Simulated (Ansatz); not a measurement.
SiC:
```
CELL_PARAMETERS angstrom
      3.07116     0.00000     0.00000
     -1.53558     2.65970     0.00000
      0.00000     0.00000     5.03621
ATOMIC_POSITIONS crystal
  Si 0.66667 0.33333 0.00063
  Si 0.33333 0.66667 0.50063
  C  0.66667 0.33333 0.62457
  C  0.33333 0.66667 0.12457
```

Relaxed with HSE06. Special points in fractions of this cell's reciprocal vectors: Γ (0.000, 0.000, 0.000); M (0.500, 0.000, 0.000); K (0.333, 0.333, 0.000); A (0.000, 0.000, 0.500); L (0.500, 0.000, 0.500); H (0.333, 0.333, 0.500).

Problem. List the band energies nearest the valence-band maximum at these points for the program Ansatz at the HSE06 level (PAW).

Solution. In eV from the valence-band maximum; about four levels below and three above (degenerate sets whole), none deeper than 8.9 eV; points with the same levels are listed once.

```json
[
 {"k": "Γ", "below": "-1.46 -1.46 -0.10 0.00 0.00", "above": "6.00 7.54 7.93 7.93"},
 {"k": "M", "below": "-5.94 -3.66 -3.52 -1.32", "above": "3.74 5.27 8.16"},
 {"k": "K", "below": "-6.87 -6.87 -4.41 -4.41 -4.20", "above": "3.17 9.51 10.28 10.28"},
 {"k": "A", "below": "-0.79 -0.79 -0.79 -0.79", "above": "7.15 7.15 8.65 8.65 8.65 8.65"},
 {"k": "L", "below": "-2.69 -2.69 -2.54 -2.54", "above": "4.29 4.29 6.40 6.40"},
 {"k": "H", "below": "-6.16 -6.16 -1.89 -1.89", "above": "6.24 6.24 7.21 7.21"}
]
```

Space group P6_3mc (wurtzite). The cell was relaxed with HSE06 under the symmetry of its start. The hybrid was solved on a coarse mesh, the path and, where they were found, the r²SCAN edge points; its band edges are the extreme levels among these.

Potentials: the later of the program's two PAW sets.
